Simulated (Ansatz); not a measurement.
Zr3N4:
```xyz
14
Lattice="-3.3513 3.3513 3.3513 3.3513 -3.3513 3.3513 3.3513 3.3513 -3.3513" Properties=species:S:1:pos:R:3 pbc="T T T"
Zr     2.5135     0.0000     1.6756
Zr     0.8378     0.0000     5.0269
Zr     1.6756     2.5135     0.0000
Zr     5.0269     0.8378     0.0000
Zr     0.0000     1.6756     2.5135
Zr     0.0000     5.0269     0.8378
N      0.4752     0.4752     0.4752
N     -0.4752     2.8760     0.4752
N      2.8760     0.4752    -0.4752
N      0.4752    -0.4752     2.8760
N      2.1509     2.1509     2.1509
N      1.2004     4.5517    -1.2004
N     -1.2004     1.2004     4.5517
N      4.5517    -1.2004     1.2004
```

Cartesian axes are those of the cell as given.

Problem. Give the proper piezoelectric stress tensor with relaxed ions from DFT-PBEsol in the program Ansatz with PAW potentials.

Solution. In C/m², rows x, y, z, Voigt columns; mesh uncertainty up to 0.02.
```
 0.00   0.00   0.00  -1.12   0.00   0.00
 0.00   0.00   0.00   0.00  -1.12   0.00
 0.00   0.00   0.00   0.00   0.00  -1.12
```

The elastic tensor of the same run (GPa):

```
436  150  150  0.0  0.0  0.0
150  436  150  0.0  0.0  0.0
150  150  436  0.0  0.0  0.0
0.0  0.0  0.0  141  0.0  0.0
0.0  0.0  0.0  0.0  141  0.0
0.0  0.0  0.0  0.0  0.0  141
```

Problem. Convert to strain constants d = e·S.

Solution. In pC/N:
```
 0.0   0.0   0.0  -7.9   0.0   0.0
 0.0   0.0   0.0   0.0  -7.9   0.0
 0.0   0.0   0.0   0.0   0.0  -7.9
```

Space group I-43d. The PBEsol relaxation kept the symmetry of its start. The run is not spin-polarised.

Potentials: the later of the program's two PAW sets.
